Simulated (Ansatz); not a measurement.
## K2Se2O7: 17O NMR of the central transition

Cell: a Materials Project structure (computed, not necessarily an observed phase).

```cif
data_K2Se2O7
_symmetry_space_group_name_H-M 'C2/c'
_symmetry_Int_Tables_number 15
_cell_length_a 12.8292
_cell_length_b 7.5414
_cell_length_c 7.4904
_cell_angle_alpha 90.000
_cell_angle_beta 93.406
_cell_angle_gamma 90.000
loop_
_atom_site_label
_atom_site_type_symbol
_atom_site_symmetry_multiplicity
_atom_site_Wyckoff_symbol
_atom_site_fract_x
_atom_site_fract_y
_atom_site_fract_z
K K 8 f 0.6463 0.1473 0.3648
Se Se 8 f 0.6060 0.6792 0.3711
O9 O 8 f 0.5547 0.7995 0.5239
O13 O 8 f 0.6618 0.8029 0.2260
O17 O 8 f 0.1755 0.0115 0.4432
O21 O 4 e 0.5000 0.5648 0.2500
```

One atom of each set is listed; the run and its k-mesh use a cell of 22 atoms with edges of 7.44, 7.44, 7.49 Å.

The numbers come from a DFT calculation in Ansatz (r2SCAN, plane waves and PAW, scalar-relativistic, 500 eV cutoff, Γ-centred 4×4×3 k-points, Fermi–Dirac smearing 0.02 eV).

17O has I = 5/2 and Q = -25.58 mb (Pyykkö 2018); at 16.4 T its Larmor frequency is ν₀ = 94.7 MHz. Only the quadrupole interaction is simulated: positions count from each site's isotropic chemical shift, and shift anisotropy, dipolar and J coupling are left out.

**Question.** Simulate the second-order pattern (static powder, Gaussian broadening 2 kHz) of site O17 (1 Se at 1.62 Å; also 2 K at 2.83–2.89 Å).

**Answer.** The calculation gives C_Q = -11.3 MHz and η = 0.17, so ν_Q = 1.70 MHz and the centre of gravity lies at -86.9 ppm (-8.23 kHz).

```json
{"offset (kHz)": "-35.12", "height": "0"}
{"offset (kHz)": "-33.70", "height": "1"}
{"offset (kHz)": "-32.27", "height": "18"}
{"offset (kHz)": "-30.85", "height": "47"}
{"offset (kHz)": "-29.43", "height": "56"}
{"offset (kHz)": "-28.01", "height": "60"}
{"offset (kHz)": "-26.59", "height": "65"}
{"offset (kHz)": "-25.17", "height": "73"}
{"offset (kHz)": "-23.75", "height": "88"}
{"offset (kHz)": "-22.32", "height": "100"}
{"offset (kHz)": "-20.90", "height": "84"}
{"offset (kHz)": "-19.48", "height": "70"}
{"offset (kHz)": "-18.06", "height": "63"}
{"offset (kHz)": "-16.64", "height": "58"}
{"offset (kHz)": "-15.22", "height": "55"}
{"offset (kHz)": "-13.80", "height": "53"}
{"offset (kHz)": "-12.37", "height": "51"}
{"offset (kHz)": "-10.95", "height": "49"}
{"offset (kHz)": "-9.53", "height": "48"}
{"offset (kHz)": "-8.11", "height": "47"}
{"offset (kHz)": "-6.69", "height": "47"}
{"offset (kHz)": "-5.27", "height": "47"}
{"offset (kHz)": "-3.84", "height": "46"}
{"offset (kHz)": "-2.42", "height": "46"}
{"offset (kHz)": "-1.00", "height": "46"}
{"offset (kHz)": "0.42", "height": "40"}
{"offset (kHz)": "1.84", "height": "37"}
{"offset (kHz)": "3.26", "height": "38"}
{"offset (kHz)": "4.68", "height": "40"}
{"offset (kHz)": "6.11", "height": "42"}
{"offset (kHz)": "7.53", "height": "46"}
{"offset (kHz)": "8.95", "height": "50"}
{"offset (kHz)": "10.37", "height": "58"}
{"offset (kHz)": "11.79", "height": "73"}
{"offset (kHz)": "13.21", "height": "95"}
{"offset (kHz)": "14.63", "height": "81"}
{"offset (kHz)": "16.06", "height": "53"}
{"offset (kHz)": "17.48", "height": "19"}
{"offset (kHz)": "18.90", "height": "2"}
{"offset (kHz)": "20.32", "height": "0"}
```

At O17 V_zz points along its bond to Se (within 2°).

The largest force is 0.4 eV/Å, so the atoms aren't at the calculated equilibrium and relaxing them would move these values.

The run took 86 s of wall time (2.8 min of CPU time) and 2 GiB at its peak, on 2 threads of Arm Neoverse V1 (aarch64; 8 cores open to the job, memory cap 5.0 GiB, no GPU), a shared host with a load of 0.6 a core.
